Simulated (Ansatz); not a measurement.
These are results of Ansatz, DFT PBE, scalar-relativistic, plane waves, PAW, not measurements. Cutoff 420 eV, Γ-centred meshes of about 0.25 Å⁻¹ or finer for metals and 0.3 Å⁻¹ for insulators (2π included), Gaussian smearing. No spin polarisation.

Temperature and zero-point effects are left out.

Two forms of Sn2PbO3 were relaxed alike.

A.

```yaml
crystal:
  lattice:
    - [3.92441, 0.00000, 0.00000]
    - [0.00000, 3.92441, 0.00000]
    - [0.00000, 0.00000, 15.87440]
  atoms:
    - { symbol: Sn, position: [0.50000, 0.00000, 0.58747] }
    - { symbol: Sn, position: [0.50000, 0.00000, 0.92799] }
    - { symbol: Sn, position: [0.00000, 0.50000, 0.07201] }
    - { symbol: Sn, position: [0.00000, 0.50000, 0.41253] }
    - { symbol: Pb, position: [0.00000, 0.50000, 0.73745] }
    - { symbol: Pb, position: [0.50000, 0.00000, 0.26255] }
    - { symbol: O, position: [0.50000, 0.50000, 0.65892] }
    - { symbol: O, position: [0.00000, 0.00000, 0.65892] }
    - { symbol: O, position: [0.50000, 0.50000, 0.00000] }
    - { symbol: O, position: [0.00000, 0.00000, 0.00000] }
    - { symbol: O, position: [0.00000, 0.00000, 0.34108] }
    - { symbol: O, position: [0.50000, 0.50000, 0.34108] }
```

B.

```yaml
crystal:
  lattice:
    - [3.96624, 0.00000, 0.00000]
    - [0.00000, 11.61618, 0.00000]
    - [0.00000, 0.00000, 5.21920]
  atoms:
    - { symbol: Sn, position: [0.00000, 0.83657, 0.20656] }
    - { symbol: Sn, position: [0.50000, 0.66343, 0.79344] }
    - { symbol: Sn, position: [0.00000, 0.16343, 0.20656] }
    - { symbol: Sn, position: [0.50000, 0.33657, 0.79344] }
    - { symbol: Pb, position: [0.00000, 0.50000, 0.26152] }
    - { symbol: Pb, position: [0.50000, 0.00000, 0.73848] }
    - { symbol: O, position: [0.50000, 0.50000, 0.01519] }
    - { symbol: O, position: [0.00000, 0.67165, 0.99938] }
    - { symbol: O, position: [0.50000, 0.82835, 0.00063] }
    - { symbol: O, position: [0.00000, 0.00000, 0.98481] }
    - { symbol: O, position: [0.00000, 0.32836, 0.99938] }
    - { symbol: O, position: [0.50000, 0.17164, 0.00063] }
```

Task: Which arrangement of the elements on these sites is preferred, and by what margin?

Result: B is lower, by 26 meV/atom. The two share one framework of sites and differ in which element sits where. A has space group P4/nmm (No. 129), 20.4 Å³/atom and a gap of 0.68 eV on its mesh; B has space group Pmmn (No. 59), 20.0 Å³/atom and a gap of 0.94 eV. Counting O atoms around Pb and Sn (those within 1.25 times the shortest such distance or 1.15 times the sum of covalent radii, 1.27 where that leaves under three), A and B both have Sn 4, Pb 4. Both come from trial cells of a structure search.

No dispersion correction is applied, so the spacing and binding between layers, chains or molecules are poorly described (P4/nmm, Pmmn), and this can change margins and order among such cells. Spin–orbit coupling, which can matter for Pb, is left out. Kohn–Sham gaps at this level usually fall short of measured ones. The missing spin–orbit coupling can work the other way here. With atoms moved at random, B came back. A had no clear such test and can be a saddle point.
